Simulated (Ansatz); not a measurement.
## LiGdSe2 (R-3m) under compression and expansion

The reference geometry is a structure from the Materials Project; nothing is relaxed.

The runs share PBEsol, 6×6×6 k mesh, Fermi–Dirac smearing of 0.05 eV. PAW means Ansatz 0.2.0 on its default frozen-core files; LAPW is all-electron LAPW in Ansatz 0.2.0. Site moments are integrated in spheres about the atoms, whose radii differ between the methods.

Input of the first run:

```yaml
crystal:
  lattice:
    - [2.051740265, 1.1845727943, 6.4627941363]
    - [-2.051740265, 1.1845727943, 6.4627941363]
    - [0.0, -2.3691455886, 6.4627941363]
  atoms:
    - { symbol: Li, position: [0.5, 0.5, 0.5] }
    - { symbol: Gd, position: [0.0, 0.0, 0.0], spin: 7.0 }
    - { symbol: Se, position: [0.75164702, 0.75164702, 0.75164702] }
    - { symbol: Se, position: [0.24835298, 0.24835298, 0.24835298] }
magnetization:
  spin_polarized: true
kpoints:
  mp_grid: { grid: [6, 6, 6] }
scf:
  occupations: { method: fermi_dirac, width: 0.05 }
hamiltonian:
  xc: pbesol
  pseudopotentials: { kind: paw }
output:
  forces: true
  stress: true
  eigenvalues: true
  populations: true
```

Command: `ansatz run input.yaml --threads 2 --pin off --max-ram 6144MiB --backend cpu --events-out ev --progress --plain --runs-dir out`

The input for «volume scaled by 1.06» by LAPW differs from it in these lines, output keys apart:

```diff
-    - [2.051740265, 1.1845727943, 6.4627941363]
-    - [-2.051740265, 1.1845727943, 6.4627941363]
-    - [0.0, -2.3691455886, 6.4627941363]
+    - [2.0919806825, 1.2078056102, 6.58954777]
+    - [-2.0919806825, 1.2078056102, 6.58954777]
+    - [0.0, -2.4156112203, 6.58954777]
-  pseudopotentials: { kind: paw }
+  pseudopotentials: { kind: all_electron, lapw: { basis_error: 0.001 } }
```

The cell shown is scaled evenly to other volumes, and every spin-polarised run starts from the same moments.

The search for lower states is left at its default.

Problem. Over V/V₀ from 0.7 to 1.2, do the moments collapse, and if so where?

Solution. The moments survive down to the smallest volume, V/V₀ = 0.7 at 37 GPa, where the largest is 6.80 μB.
| V/V₀ | Å³/atom | M PAW (μB/cell) | M LAPW (μB/cell) | largest site moment, PAW (μB) | P PAW (GPa) | P LAPW (GPa) | F − F(unpolarised), PAW (meV/atom) |
| --- | --- | --- | --- | --- | --- | --- | --- |
| 0.7 | 16.49 | 7.00 | – | 6.80 | 36.8 | – | -1754 |
| 0.76 | 17.91 | 7.00 | – | 6.83 | 23.3 | – | -1814 |
| 0.82 | 19.32 | 7.00 | – | 6.86 | 13.7 | – | -1856 |
| 0.88 | 20.73 | 7.00 | 7.00 | 6.88 | 6.8 | 6.8 | -1885 |
| 0.94 | 22.15 | 7.00 | – | 6.89 | 1.7 | – | -1905 |
| 1 | 23.56 | 7.00 | 7.00 | 6.90 | -1.9 | -1.9 | -1917 |
| 1.06 | 24.97 | 7.00 | 7.00 | 6.91 | -4.6 | -4.6 | -1924 |
| 1.12 | 26.39 | 7.00 | – | 6.92 | -6.5 | – | -1928 |
| 1.2 | 28.27 | 7.00 | 7.00 | 6.92 | -8.3 | -8.3 | -1927 |

Problem. How fast does the largest site moment change with volume about V₀?

Solution. d ln m/d ln V ≈ ln(6.912/6.894)/ln(1.06/0.94) = 0.02. A value this small marks a localised or saturated moment.

Problem. Fit a third-order Birch–Murnaghan equation to the PAW pressures of the magnetic runs between 0.85 and 1.11 V₀. What are the zero-pressure volume and bulk modulus?

Solution. V = 22.77 Å³/atom (0.966 V₀), B = 60 GPa, B′ = 4.1, with a worst miss of 0.00 GPa. Cell shape and inner coordinates are held, so these aren't the relaxed crystal's values unless symmetry fixes them.

The PAW files were made with PBE; the program remakes their cores once for the run's functional and then keeps them frozen. Without U a semilocal functional puts the f levels too near the Fermi level, which can change moments and the order of magnetic states; site and cell moments are spin moments. Under strong compression frozen cores are worth checking against an all-electron run. Spin–orbit coupling is left out although heavy atoms are present. With open f shells a run can end in a state that isn't the lowest. The magnetic state is the one that this cell and start allow. It needn't be the compound's measured order, which may need a larger cell or be absent.
